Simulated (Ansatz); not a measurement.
Q: Each is relaxed and computed with r²SCAN (plane waves, PAW; program Ansatz). Which is the only metal?
A. InGaP2, R3m (In on 3a, Ga on 3a, P on 3a, P on 3a)
B. KTaO3, cubic perovskite
C. Ta2InC, P6_3/mmc (Ta on 4f, In on 2d, C on 2a)
D. B4C, Cm (Pearson symbol mS30)

A: C, Ta2InC, P6_3/mmc (Ta on 4f, In on 2d, C on 2a). Ta2InC: metal; B4C: gap 3.22 eV (indirect); InGaP2: gap 1.09 eV (direct); KTaO3: gap 2.63 eV (indirect). Standing as an ambient phase not checked: Ta2InC, P6_3/mmc (Ta on 4f, In on 2d, C on 2a); B4C, Cm (Pearson symbol mS30); InGaP2, R3m (In on 3a, Ga on 3a, P on 3a, P on 3a). Perhaps ordered models of mixed-site phases: InGaP2, R3m (In on 3a, Ga on 3a, P on 3a, P on 3a). All cells were relaxed under the symmetry of their starts (and spin orders); stability against distortions was not tested throughout. Rows with no word on spin ran without spin polarisation. Spin–orbit coupling is left out wherever it is not named.

Potentials: the later of the program's two PAW sets.
